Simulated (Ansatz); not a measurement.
Here is the system:

PtSe₂:
Space group Pnnm (No. 58); a = 5.4789 Å, b = 5.9811 Å, c = 3.9152 Å, α = 90.00°, β = 90.00°, γ = 90.00°

```tsv
atom	site	symmetry	x	y	z
Pt	2a	..2/m	0.0000	0.0000	0.0000
Se	4g	..m	0.2335	0.3766	0.0000
```

This is the PBE-relaxed structure.

### Question
All from DFT-PBE in the program Ansatz with PAW potentials, unless another level is named. Give the electronic character.

### Answer
metallic (no gap).

### Question
What about the density of states at the Fermi level?

### Answer
0.47 states/eV per atom (mean over ±0.08 eV).

### Question
What about the formation energy from the elements (no fitted shifts)?

### Answer
-0.21 eV/atom.

A made-up cell: these elements were put on the sites of a structure type; neither database checked (COD, Materials Project) lists it. COD files the formula under space group No. 164, so this cell is another polymorph or a model. Whether it is the stable phase at ambient conditions was not checked. Symmetry was held in the PBE relaxation; its stability against distortions is not shown here. The run is not spin-polarised. The references are the lowest solids computed at this level, not always the standard phases. Spin–orbit coupling is left out wherever it is not named.

Potentials: the later of the program's two PAW sets.
